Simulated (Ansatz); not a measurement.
Relaxed MoSi$_{2}$ (MoSi2 type, space group I4/mmm):

```
MoSi2
1.0
   -1.60850     1.60850     3.93661
    1.60850    -1.60850     3.93661
    1.60850     1.60850    -3.93661
Mo Si
1 2
Direct
  0.00000   0.00000   0.00000
  0.33511   0.33511   0.00000
  0.66489   0.66489   0.00000
```

Method: PBE (plane waves to 420 eV, PAW, scalar-relativistic; Ansatz, an electronic-structure program). k mesh 16×16×16 (Γ-centred), Fermi-Dirac smearing 0.05 eV. With partly filled bands, energies and forces of such displacements shift with the k mesh and the smearing. MoSi2 is run without spin polarisation. MoSi2 was relaxed with its symmetry unable to fall. The PAW data are Ansatz's earlier set.

One atom of the cell was then moved (with its periodic images), all else fixed, and the forces (eV/Å) came out as:

```tsv
atom	Fx	Fy	Fz
Mo1	-0.957	-0.957	-1.006
Si2	0.357	0.357	0.419
Si3	0.600	0.600	0.587
```

### Question
Which atom was moved, and by which vector (Å)?

### Answer
Mo1, by (0.10, 0.10, 0.08), 0.16 Å in all.

(For displaced atoms, the force is minus the slope of the energy, and its curvature is a force constant, which sets phonon frequencies.)
